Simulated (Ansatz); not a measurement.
ZnGaNO in space group P3m1 (No. 156; Pearson symbol hP8), DFT-r²SCAN in the program Ansatz with PAW potentials. The conduction-band minimum lies at Γ, with 1 equivalent valley. Second derivatives d²E/dk² of the lowest band at one valley (eV·Å²), along Cartesian directions:

```
direction  d²E/dk²
---------  -------
[100]        96.30
[010]        96.29
[001]        44.55
[110]        96.29
[101]        70.43
[011]        70.43
```

Task: Find the principal effective masses, the density-of-states mass and the conductivity mass.

Result: Off-diagonal terms follow from H_xy = H[110] − (H_xx + H_yy)/2, and m*/mₑ = 7.620 eV·Å² over each eigenvalue: 0.079, 0.079, 0.17. One valley's DOS mass (m₁m₂m₃)^(1/3) = 0.10, conductivity mass 3/(Σ 1/mᵢ) = 0.096 mₑ.

Task: What effective density of states Nc follows at 300 K for parabolic valleys?

Result: Nc = 2.509e19 × 1 × (0.10)^(3/2) ≈ 7.9e17 cm⁻³.

The start of the workflow was typed in or built on a structure type; the Crystallography Open Database copy checked does not list it. Its standing as an ambient phase is unchecked. The cell was relaxed with r²SCAN under the symmetry of its start; its stability against distortions is not shown here. Spin–orbit coupling is left out wherever it is not named.

Potentials: the earlier of the program's two PAW sets.

Edges and masses are those of Kohn–Sham bands, whose gap is no quasiparticle gap.
